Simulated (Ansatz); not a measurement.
A geometry of S away from equilibrium: step 2 of the relaxation of a relaxed S cell, doubled along one cell vector, shaken by Gaussian noise of σ = 0.08 Å a coordinate. All values below come from r2SCAN (plane waves to 500 eV, PAW, scalar-relativistic; Ansatz, an electronic-structure program). Γ-centred k-mesh 4×4×6 on the run's cell (coarser than for final values), Fermi–Dirac smearing 0.05 eV.

```xyz
6
Lattice="6.3988 0.0125 0.0029 -3.1885 5.5844 -0.0072 0.0019 -0.0043 4.1778" Properties=species:S:1:pos:R:3:forces:R:3 pbc="T T T" free_energy=-5430.745 pressure_GPa=0.8
S      0.0917    -0.0985     0.0130    0.0232   -0.0801    0.9296
S      0.1039    -0.1241     1.9351   -0.0361    0.0723   -0.9850
S      0.2348     3.5902     1.0764    0.1661   -0.0369   -0.0867
S     -0.1322     3.6865     3.2540   -0.1796   -0.0254    0.1035
S      3.1881     1.6150     1.0254   -0.1542   -0.0619   -0.0595
S      3.4218     1.8922     3.1653    0.1806    0.1320    0.0981
```

Positions in Å, forces in eV/Å, free energy of the cell in eV (comparable only within this code, potentials and settings). Largest force: 0.99 eV/Å, on S2 (atoms numbered as listed); the geometry lies 0.58 eV/atom above the end of its relaxation.

No spin polarisation in the result. Without a van der Waals term the distances between weakly bound units are poorly fixed.

The end of the path is a generated cell of S: the first start was made by placing the elements on the sites of a structure type, and the end was not matched to a known phase here, so it may be hypothetical.
